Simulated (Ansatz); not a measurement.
Exchange in MnHg by functional

```yaml
crystal:
  lattice:
    - [6.63000, 0.00000, 0.00000]
    - [0.00000, 3.31500, 0.00000]
    - [0.00000, 0.00000, 3.31500]
  atoms:
    - { symbol: Mn, position: [0.25000, 0.50000, 0.50000] }
    - { symbol: Hg, position: [0.00000, 0.00000, 0.00000] }
    - { symbol: Mn, position: [0.75000, 0.50000, 0.50000] }
    - { symbol: Hg, position: [0.50000, 0.00000, 0.00000] }
```

The same starts (parallel, antiparallel patterns that fit this cell, and no moments) were run with plane-wave PAW DFT (Ansatz 0.2.0; atoms fixed, collinear spin, no spin-orbit coupling; 5×10×10 Γ-centred mesh, fermi-dirac occupations of width 0.050 eV) at these levels: PBE, 420 eV; r2SCAN, 500 eV.

Problem. Which order does each level favour, and how strongly?

Solution. The runs give, at zero smearing:

```tsv
level	lowest state	mean moment on Mn (μB)	parallel less best compensated antiparallel (meV per Mn)	gain over no moments (meV per Mn)
PBE	antiparallel, compensated	3.89	+47	1494
r2SCAN	antiparallel, compensated	4.23	+30	2762
```

Site moments are taken in small spheres that don't touch (radius about 0.4 of the atom's shortest bond), so those of the magnetic atoms read low. Both levels favour antiparallel moments: the difference runs from +30 to +47 meV per Mn. The moment grows from 3.89 μB under PBE to 4.23 μB under r2SCAN.

The cell is that of a Crystallography Open Database entry, unchanged but doubled along one cell vector so that moments can oppose.

Caveats: only orders that fit this cell were tried, so the true order may need a larger cell or canted moments; atoms and cell are held at the entry's values; differences under about 5 meV per magnetic atom weren't tested against a denser mesh or another U, and are taken as unresolved; r2SCAN overestimates the moments and magnetic energies of itinerant metals; the state without moments isn't the paramagnet, so the last column is no ordering energy, and a U inflates it.
